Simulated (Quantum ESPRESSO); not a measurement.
Field gradients of AlN from the PAW reconstruction of the field gradient on a scalar-relativistic PBE ground state (a modified build of Quantum ESPRESSO, JTH datasets). The input of pw.x:

```
&CONTROL
  calculation = 'scf'
  prefix = 'x'
  pseudo_dir = './pseudo'
  outdir = './out'
  tprnfor = .true.
/
&SYSTEM
  ibrav = 0
  nat = 4
  ntyp = 2
  ecutwfc = 50
  ecutrho = 200
  occupations = 'fixed'
  nbnd = 12
/
&ELECTRONS
  conv_thr = 1e-11
/
ATOMIC_SPECIES
Al 26.982 Al.GGA_PBE-JTH.UPF
N 14.007 N.GGA_PBE-JTH.UPF
CELL_PARAMETERS angstrom
    3.128589818989     0.000000000000     0.000000000000
   -1.564294909495     2.709438261266     0.000000000000
    0.000000000000     0.000000000000     5.016960000000
ATOMIC_POSITIONS crystal
Al     0.666667000000     0.333333000000     0.499290000000
Al     0.333333666667     0.666666333333     0.999290000000
N      0.666667000000     0.333333000000     0.880710000000
N      0.333333666667     0.666666333333     0.380710000000
K_POINTS automatic
8 8 5 0 0 0
```
The cell comes from the Materials Project (a computed structure). It is AlN in P6₃mc. Stability against distortions was not tested.

Vzz is the sum of three terms, each taken along its main axis: the smooth valence density, the ions (nucleus and frozen core) with the augmentation charges of all other spheres, and the all-electron minus smooth density in the atom's own sphere. The split hangs on the datasets.  Cores are frozen. Against all-electron runs on small test molecules, this scheme's |Vzz| missed by −7 % on Al.

| site | smooth valence density | ions and other spheres | own sphere | Vzz (a.u.) |
|---|---|---|---|---|
| Al (atoms 1, 2) | 0.009 | -0.003 | ? | ? |

Task: What belongs in the gaps?

Result: 
- Al (atoms 1, 2), own sphere: 0.041
- Al (atoms 1, 2), Vzz (a.u.): 0.047
